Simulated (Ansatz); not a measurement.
Si:
```
CELL_PARAMETERS angstrom
     -2.38247     2.38247     1.30519
      2.38247    -2.38247     1.30519
      2.38247     2.38247    -1.30519
ATOMIC_POSITIONS crystal
  Si 0.25000 0.75000 0.50000
  Si 0.50000 0.50000 0.00000
```

This is the LDA-relaxed structure. Tensor components refer to the Cartesian frame of this cell.

Q: All from LDA (plane waves, PAW; program Ansatz), unless another level is named. Estimate the bulk modulus (Birch–Murnaghan fit).

A: 116 GPa.

Q: Give the elastic constants (relaxed ions, GPa).

A: C11 = 181, C12 = 111, C13 = 71.9, C33 = 184, C44 = 63.8, C66 = 83.5.

Space group I4_1/amd (β-Sn type). This is a known high-pressure phase of the composition, computed here at zero pressure and temperature. The cell was relaxed with LDA under the symmetry of its start; of distortions, only those at the zone centre were tested. As this level gives no gap, shear constants depend on the k-mesh and smearing (Fermi–Dirac, 0.1 eV here).

Potentials: the later of the program's two PAW sets.
